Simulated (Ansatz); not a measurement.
CdS (wurtzite)

```
CELL_PARAMETERS angstrom
      4.19659     0.00000     0.00000
     -2.09830     3.63436     0.00000
      0.00000     0.00000     6.83017
ATOMIC_POSITIONS crystal
  Cd 0.33333 0.66667 0.99917
  Cd 0.66667 0.33333 0.49917
  S  0.33333 0.66667 0.37563
  S  0.66667 0.33333 0.87563
```

E(V) scan at fixed shape, V₀ the volume above. The atoms relax within the cell's symmetry.

Calculation: PBE (plane waves to 420 eV, PAW, scalar-relativistic; Ansatz, a quantum-chemistry and plane-wave program). k mesh 9×9×5 (Γ-centred), Fermi-Dirac smearing 0.05 eV. Energies are smeared free energies. Stress and pressure are positive under compression. With the shape held, the modulus is that of even scaling; a crystal free to change shape is softer. CdS was relaxed with its symmetry unable to fall. The PAW data are Ansatz's earlier set. ΔE is measured from the relaxed starting cell.

```json
[
 {"V (Å³/atom)": "21.876", "ΔE (meV/atom)": "152.9"},
 {"V (Å³/atom)": "22.918", "ΔE (meV/atom)": "78.9"},
 {"V (Å³/atom)": "23.960", "ΔE (meV/atom)": "32.3"},
 {"V (Å³/atom)": "25.002", "ΔE (meV/atom)": "7.5"},
 {"V (Å³/atom)": "26.043", "ΔE (meV/atom)": "0.0"},
 {"V (Å³/atom)": "27.085", "ΔE (meV/atom)": "withheld"},
 {"V (Å³/atom)": "28.127", "ΔE (meV/atom)": "24.0"},
 {"V (Å³/atom)": "29.168", "ΔE (meV/atom)": "50.4"},
 {"V (Å³/atom)": "30.210", "ΔE (meV/atom)": "83.9"}
]
```

Task: Fit a third-order Birch-Murnaghan form (E₀, V₀, B₀, B₀′ free) to the given rows and predict ΔE at V = 27.085.

Result: Least squares on the 8 given rows: ΔE = E₀ + (9V₀B₀/16)·y²·[2 + (B₀′ − 4)y], y = (V₀/V)^(2/3) − 1, with V₀ = 26.043 Å³/atom, B₀ = 53.13 GPa (160.2 GPa = 1 eV/Å³; the term in eV is multiplied by 1000), B₀′ = 4.57, E₀ = 0.03 meV/atom; root-mean-square residual 0.04 meV/atom. At 27.085 the fit gives 6.5 meV/atom; the calculation gives 6.4 meV/atom, so the interpolation is off by 0.1 (+1.6 %). For the pressure the fit gives -1.9 GPa against the computed -1.9 GPa.

(A scan under strain: stresses follow from slopes of the energy per volume, elastic moduli from its curvatures.)
